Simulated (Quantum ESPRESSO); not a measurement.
Field gradients of CsI from the PAW reconstruction of the field gradient on a scalar-relativistic PBE ground state (a modified build of Quantum ESPRESSO, JTH datasets), 20 Ha, k-mesh 5×5×5 through Γ:

```xyz
2
Lattice="4.6419 0.0000 0.0000 0.0000 4.6419 0.0000 0.0000 0.0000 4.7119" Properties=species:S:1:pos:R:3 pbc="T T T"
Cs     0.0000     0.0000     0.0000
I      2.3209     2.3209     2.3559
```
The cell was made here from a computed Materials Project entry: strained by +1 % along the cube axis and by -0.5 % across it, atoms relaxed (PBE without dispersion, pw.x of Quantum ESPRESSO, symmetry kept). The parent is CsI in Pm-3m. Stability against distortions was not tested.

Vzz is the sum of three terms, each taken along its main axis: the smooth valence density, the ions (nucleus and frozen core) with the augmentation charges of all other spheres, and the all-electron minus smooth density in the atom's own sphere. The split hangs on the datasets.  Cores are frozen. Cs, I had no test against all-electron runs. Spin–orbit coupling is left out, a limit on Cs, I.

| site | smooth valence density | ions and other spheres | own sphere | Vzz (a.u.) |
|---|---|---|---|---|
| Cs (atom 1) | 0.000 | -0.001 | ___ | ___ |
| I (atom 2) | 0.001 | 0.000 | ___ | ___ |

Problem. Some entries are withheld; supply them.

Solution. 
- Cs (atom 1), own sphere: -0.054
- Cs (atom 1), Vzz (a.u.): -0.054
- I (atom 2), own sphere: 0.095
- I (atom 2), Vzz (a.u.): 0.096
